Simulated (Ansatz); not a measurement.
Is this K2NaBCl6 structure stable?

The cell was found from a structure generator's guess, not taken from experiment.

All numbers below come from DFT PBE, scalar-relativistic, plane waves, PAW in Ansatz. Cutoff 420 eV, Γ-centred 4×4×4 mesh (10-atom cell), Gaussian smearing of 0.02 eV, no spin polarisation.

```
CELL_PARAMETERS angstrom
5.59451 0.00000 0.00000
0.08887 5.59450 0.00000
0.84596 0.82319 8.95701
ATOMIC_POSITIONS crystal
K 0.57306 0.53977 0.28880
K 0.45864 0.43139 0.71682
Na 0.02469 0.97995 0.49973
B 0.07762 0.91844 0.99916
Cl 0.40364 0.96745 0.00285
Cl 0.52026 0.97329 0.51564
Cl 0.02041 0.59397 0.99557
Cl 0.03388 0.48475 0.48369
Cl 0.91331 0.02584 0.17102
Cl 0.97448 0.08516 0.82671
```

The zero of energy is the elements' standard structures at the same level (Cl₂ as a molecule); no fitted shifts are applied.

Question: These tests were run: energy against the elements; phonons at Γ; elastic tensor. What do they show?

Answer:

```json
{"test": "energy against the elements", "result": "−1.549 eV/atom"}
{"test": "phonons at Γ", "result": "lowest optical mode 12 cm⁻¹"}
{"test": "elastic tensor", "result": "least eigenvalue 4 GPa"}
```

It fails none of these tests. Other phases of the system weren't compared here, so this isn't yet thermodynamic stability. Phonons away from Γ weren't computed.

The run for the phonons used a 4×4×4 k mesh. The run for the elastic tensor used a 4×4×4 k mesh.
